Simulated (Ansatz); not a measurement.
The end of the path is a generated cell of Mn: the first start was made by placing the elements on the sites of a structure type, and the end was not matched to a known phase here, so it may be hypothetical.

A geometry of Mn away from equilibrium: step 2 of the relaxation of a generated trial cell of Mn in the AFLOW prototype A_cI16_220_c (as in Li). These are PBE (plane waves to 420 eV, PAW, scalar-relativistic; Ansatz, a first-principles code) values and carry that method's errors. Γ-centred k-mesh 8×8×8 on the run's cell (coarser than for final values), Fermi–Dirac smearing 0.05 eV. The plane waves were selected for a different cell earlier on the path.

```yaml
crystal:
  lattice:
    - [-2.81310, 2.81310, 2.81310]
    - [2.81310, -2.81310, 2.81310]
    - [2.81310, 2.81310, -2.81310]
  atoms:
    - { symbol: Mn, position: [0.40827, 0.40827, 0.40827] }
    - { symbol: Mn, position: [0.50000, 0.00000, 0.09173] }
    - { symbol: Mn, position: [0.00000, 0.09173, 0.50000] }
    - { symbol: Mn, position: [0.09173, 0.50000, 0.00000] }
    - { symbol: Mn, position: [0.90827, 0.90827, 0.90827] }
    - { symbol: Mn, position: [0.50000, 0.00000, 0.59173] }
    - { symbol: Mn, position: [0.00000, 0.59173, 0.50000] }
    - { symbol: Mn, position: [0.59173, 0.50000, 0.00000] }
```
Spin-polarised start, with parallel moments on Mn.

What forces act on the atoms (eV/Å)?


```tsv
atom	Fx	Fy	Fz
Mn1	0.34	0.34	0.34
Mn2	-0.34	-0.34	0.34
Mn3	-0.34	0.34	-0.34
Mn4	0.34	-0.34	-0.34
Mn5	0.34	0.34	0.34
Mn6	-0.34	-0.34	0.34
Mn7	-0.34	0.34	-0.34
Mn8	0.34	-0.34	-0.34
```

The path ends in I-43d (No. 220) (AFLOW prototype A_cI16_220_c (as in Li)). Spin state reached: ferromagnetic (net 0.57 μB/atom), from parallel starting moments; other spin orders were not run from this start.

The run could not lose the symmetry of its start: the end is stationary, and may be a saddle point rather than a minimum.
